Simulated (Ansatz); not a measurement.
A distorted cell of ZnO (wurtzite):

```yaml
crystal:
  lattice:
    - [3.27960, 0.00000, 0.00000]
    - [-1.63980, 2.84021, 0.00000]
    - [0.00000, 0.00000, 5.29330]
  atoms:
    - { symbol: Zn, position: [0.66667, 0.33333, 0.00215] }
    - { symbol: Zn, position: [0.33333, 0.66667, 0.50215] }
    - { symbol: O, position: [0.66667, 0.33333, 0.59156] }
    - { symbol: O, position: [0.33333, 0.66667, 0.12305] }
```

Computed with PBE (plane waves to 420 eV, PAW, scalar-relativistic; Ansatz, a first-principles code). k mesh 9×9×5 (Γ-centred), Fermi-Dirac smearing 0.05 eV. E stands for the smeared free energy. Compression counts positive. ZnO was relaxed with its symmetry unable to fall.

**Question.** What forces act on the atoms (eV/Å, Cartesian)?

**Answer.** 
```csv
atom,Fx,Fy,Fz
Zn1,0.000,0.000,-0.278
Zn2,0.000,0.000,-0.190
O3,0.000,0.000,1.231
O4,0.000,0.000,-0.763
```

**Question.** What is the stress tensor (GPa)?

**Answer.** 
```
    2.2      0.0      0.0
    0.0      2.2      0.0
    0.0      0.0     -1.9
```
The pressure, a third of the trace, is 0.8 GPa.

**Question.** In it atom 3 sits (0.000, 0.000, -0.167) Å away from its relaxed site. What is its energy relative to the relaxed cell?

**Answer.** 115 meV/cell.

(For displaced atoms, the force is minus the slope of the energy, and its curvature is a force constant, which sets phonon frequencies.)
